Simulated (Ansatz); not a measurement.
NbSiPt:
```xyz
12
Lattice="6.4653 0.0000 0.0000 0.0000 3.8181 0.0000 0.0000 0.0000 7.3835" Properties=species:S:1:pos:R:3 pbc="T T T"
Nb     0.1729     0.9545     1.2090
Nb     3.0597     2.8636     4.9008
Nb     3.4056     0.9545     2.4827
Nb     6.2924     2.8636     6.1745
Pt     0.9793     0.9545     4.1756
Pt     2.2534     2.8636     0.4838
Pt     4.2119     0.9545     6.8997
Pt     5.4861     2.8636     3.2079
Si     4.9790     0.9545     4.6250
Si     4.7190     2.8636     0.9332
Si     1.7464     0.9545     6.4503
Si     1.4863     2.8636     2.7585
```

Relaxed with r²SCAN.

Question: Give the Bader charges and basin volumes of the independent atoms, DFT-r²SCAN in the program Ansatz with PAW potentials.

Answer: 

| atom | Bader charge (e) | Bader volume (Å³) |
|---|---|---|
| Nb1 | +1.21 | 13.9 |
| Pt5 | -1.58 | 20.0 |
| Si9 | +0.38 | 11.7 |

Space group Pnma. The workflow started from an entry of the Crystallography Open Database (COD). Whether it is the stable phase at ambient conditions was not checked. The cell was relaxed with r²SCAN under the symmetry of its start; whether a distortion lowers the energy is not shown. The run is not spin-polarised. Spin–orbit coupling is left out wherever it is not named.

Potentials: the later of the program's two PAW sets.
